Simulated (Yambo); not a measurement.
G0W0@PBEsol for WO₃ (space group P6/mmm, No. 191) in Yambo (3×3×4 mesh, 6 Ry block, plasmon pole, screening fixed), without a terminator:

| bands N in G | gap A → Γ (eV) | shift of the valence edge (eV) |
|---|---|---|
| 96 | 1.840 | 0.578 |
| 145 | 1.685 | 0.360 |
| 210 | 1.645 | 0.183 |

Extrapolate both columns to infinite N with E(N) = E∞ + A/N, test the form, and compare with the terminator.

From two points, E∞ = (N2 E2 − N1 E1)/(N2 − N1). The two largest N give 1.56 eV for the gap and -0.21 eV for the shift; the two smallest give 1.38 eV and -0.07 eV. For the gap the slopes A are 44 and 19 eV: the form isn't reached, and its limit is uncertain. For the shift the slopes A are 62 and 83 eV: the form isn't reached, and its limit is uncertain. With the Bruneval-Gonze terminator and 210 bands the run gives 1.59 eV and -0.05 eV, 0.03 eV and 0.16 eV from the extrapolated values: the terminator too is an estimate of the remainder. Block, mesh and the bands in W are held fixed.

Spin-orbit coupling is not included.

Geometry of the Materials Project entry, not relaxed at this level; primitive cell a = 7.4029 Å, b = 7.4029 Å, c = 3.8064 Å, α = 90.00°, β = 90.00°, γ = 120.00°.

A shift is the quasiparticle energy of the state minus its PBEsol energy.
